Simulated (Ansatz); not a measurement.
Cu (hcp type), DFT, LDA, all-electron LAPW, scalar-relativistic (Ansatz 0.2.0), on 1 thread of Arm Neoverse V1 (shared host).

Command: `ansatz run input.yaml --threads 1 --pin off --max-ram 2048MiB --backend cpu --events-out ev --progress --plain --runs-dir out`

```yaml
crystal:
  lattice:
    - [2.5730649657, 0.0, 0.0]
    - [-1.2865324828, 2.2283396258, 0.0]
    - [0.0, 0.0, 4.1683652444]
  atoms:
    - { symbol: Cu, position: [0.2133333333, 0.6066666667, 0.16] }
    - { symbol: Cu, position: [0.7866666667, 0.3933333333, 0.84] }
kpoints:
  mp_grid: { grid: [13, 13, 7] }
scf:
  occupations: { method: fermi_dirac, width: 0.05 }
hamiltonian:
  xc: lda
  pseudopotentials: { kind: all_electron, lapw: { basis_error: 0.001 } }
output:
  forces: true
  stress: true
  eigenvalues: true
  populations: true
```

Task: How large is the problem that the program sets up?

Result: 322 irreducible k-points, 1237 plane waves at Γ, 33 bands.

Task: About how long does it take, and how much memory?

Result: 4.1 min of wall time for 7 SCF iterations, with a peak of 1.7 GiB. Times on shared machines scatter by tens of per cent.
